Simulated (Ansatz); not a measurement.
Mg3TiNO3:
```
Mg3TiNO3
1.0
    2.96236     0.00000     0.00000
    0.00000     2.96236     0.00000
    0.00000     0.00000     8.59496
Ti N Mg O
1 1 3 3
Direct
  0.00000   0.00000   0.00000
  0.50000   0.50000   0.00000
  0.50000   0.50000   0.25306
  0.00000   0.00000   0.50000
  0.50000   0.50000   0.74694
  0.00000   0.00000   0.25544
  0.50000   0.50000   0.50000
  0.00000   0.00000   0.74456
```

Relaxed with r²SCAN.

Q: Tabulate the valence density and the electron localisation function along the shortest Mg–O contact (2.09 Å), the program Ansatz at the r²SCAN level (PAW).

A: 

| distance from Mg (Å) | density (e/Å³) | ELF |
|---|---|---|
| 0.21 | 22.65 | 0.15 |
| 0.31 | 15.35 | 0.24 |
| 0.42 | 8.56 | 0.33 |
| 0.52 | 3.72 | 0.34 |
| 0.63 | 1.23 | 0.23 |
| 0.73 | 0.39 | 0.09 |
| 0.84 | 0.26 | 0.06 |
| 0.94 | 0.27 | 0.11 |
| 1.05 | 0.34 | 0.36 |
| 1.15 | 0.49 | 0.65 |
| 1.26 | 0.72 | 0.78 |
| 1.36 | 1.11 | 0.82 |
| 1.47 | 1.74 | 0.83 |
| 1.57 | 2.75 | 0.81 |
| 1.68 | 4.15 | 0.74 |
| 1.78 | 5.76 | 0.62 |
| 1.89 | 7.24 | 0.43 |

The density is the valence pseudo-density with augmentation charge, so density and ELF within about 1 Å of a nucleus are not all-electron values.

Space group P4/mmm. The start of the workflow was typed in or built on a structure type; neither database checked (COD, Materials Project) lists it. Its standing as an ambient phase is unchecked. The r²SCAN relaxation kept the symmetry of its start; whether a distortion lowers the energy is not shown. The workflow began spin-polarised and lost its moments. The cell computed holds one magnetic atom, so no antiferromagnetic order was within reach.

Potentials: the earlier of the program's two PAW sets.
